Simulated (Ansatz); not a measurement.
SrPb₃:
```
CELL_PARAMETERS angstrom
      4.94246     0.00000     0.00000
      0.00000     4.94246     0.00000
      0.00000     0.00000     4.94246
ATOMIC_POSITIONS crystal
  Sr 0.00000 0.00000 0.00000
  Pb 0.50000 0.50000 0.00000
  Pb 0.00000 0.50000 0.50000
  Pb 0.50000 0.00000 0.50000
```

Relaxed with PBEsol.

Task: Map the electron localisation function on the plane through (0.000, 0.000, 0.000) spanned by u = [1, 1, 0] and v = [1, 0, 1] in lattice vectors, from PBEsol (plane waves, PAW; program Ansatz).

Result: x is the fraction of u, y of v (the angle between them is 60°; rows are the nearest grid lines); atoms in the plane: Sr at (0.00, 0.00), Pb at (0.50, 0.00), Pb at (0.50, 0.50), Pb at (0.00, 0.50).
```
y \ x   0.000  0.0857  0.171  0.286  0.371  0.457  0.543  0.629  0.714  0.829  0.914   1.00
------  -----  ------  -----  -----  -----  -----  -----  -----  -----  -----  -----  -----
1.00    0.007   0.832  0.274  0.381  0.408  0.010  0.010  0.408  0.381  0.274  0.832  0.007
0.914   0.832   0.832  0.644  0.162  0.385  0.378  0.126  0.378  0.385  0.076  0.644  0.832
0.857   0.708   0.831  0.475  0.111  0.319  0.355  0.407  0.403  0.355  0.194  0.080  0.708
0.771   0.093   0.080  0.071  0.231  0.319  0.267  0.293  0.313  0.277  0.301  0.297  0.093
0.686   0.401   0.297  0.194  0.404  0.384  0.355  0.293  0.212  0.226  0.339  0.379  0.401
0.629   0.408   0.385  0.279  0.385  0.408  0.378  0.371  0.268  0.226  0.371  0.378  0.408
0.543   0.010   0.378  0.337  0.337  0.378  0.010  0.126  0.371  0.246  0.371  0.126  0.010
0.457   0.010   0.126  0.371  0.246  0.371  0.126  0.010  0.378  0.337  0.337  0.378  0.010
0.371   0.408   0.378  0.371  0.226  0.268  0.371  0.378  0.408  0.385  0.279  0.385  0.408
0.314   0.401   0.379  0.339  0.226  0.212  0.293  0.355  0.384  0.404  0.194  0.297  0.401
0.229   0.093   0.297  0.301  0.277  0.313  0.293  0.267  0.319  0.231  0.071  0.080  0.093
0.143   0.708   0.080  0.194  0.355  0.403  0.407  0.355  0.319  0.111  0.475  0.831  0.708
0.0857  0.832   0.644  0.076  0.385  0.378  0.126  0.378  0.385  0.162  0.644  0.832  0.832
0.000   0.007   0.832  0.274  0.381  0.408  0.010  0.010  0.408  0.381  0.274  0.832  0.007
```

The density is the valence pseudo-density with augmentation charge, so density and ELF within about 1 Å of a nucleus are not all-electron values.

Space group Pm-3m (Cu3Au type). The workflow started from an entry of the Crystallography Open Database (COD); the relaxed space group is not among those it files for this formula. COD files the formula under space group No. 123. Whether it is the stable phase at ambient conditions was not checked. The PBEsol relaxation kept the symmetry of its start; its stability against distortions is not shown here. Spin–orbit coupling is left out wherever it is not named.

Potentials: the later of the program's two PAW sets.
